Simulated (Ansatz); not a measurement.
LiNbO$_{3}$ in space group R3c (No. 161; Li on 6a, Nb on 6a, O on 18b), plane-wave PAW PBE (Ansatz code). The conduction-band minimum lies on the S2–F line, 11 % of the way from S2, with 6 equivalent valleys. Second derivatives d²E/dk² of the lowest band at one valley (eV·Å²), along Cartesian directions:

| direction | d²E/dk² |
|---|---|
| [100] | 5.276 |
| [010] | 6.662 |
| [001] | 8.186 |
| [110] | 4.792 |
| [101] | 11.24 |
| [011] | 10.05 |

Question: Find the principal effective masses, the density-of-states mass and the conductivity mass.

Answer: Off-diagonal terms follow from H_xy = H[110] − (H_xx + H_yy)/2, and m*/mₑ = 7.620 eV·Å² over each eigenvalue: 0.64, 1.0, 8.7. One valley's DOS mass (m₁m₂m₃)^(1/3) = 1.8, conductivity mass 3/(Σ 1/mᵢ) = 1.1 mₑ.

Question: What effective density of states Nc follows at 300 K for parabolic valleys?

Answer: Nc = 2.509e19 × 6 × (1.8)^(3/2) ≈ 3.6e20 cm⁻³.

Symmetry was held in the PBE relaxation. No spin polarisation was allowed. Spin–orbit coupling is left out wherever it is not named.

Potentials: the later of the program's two PAW sets.

Edges and masses are those of Kohn–Sham bands, whose gap is no quasiparticle gap.
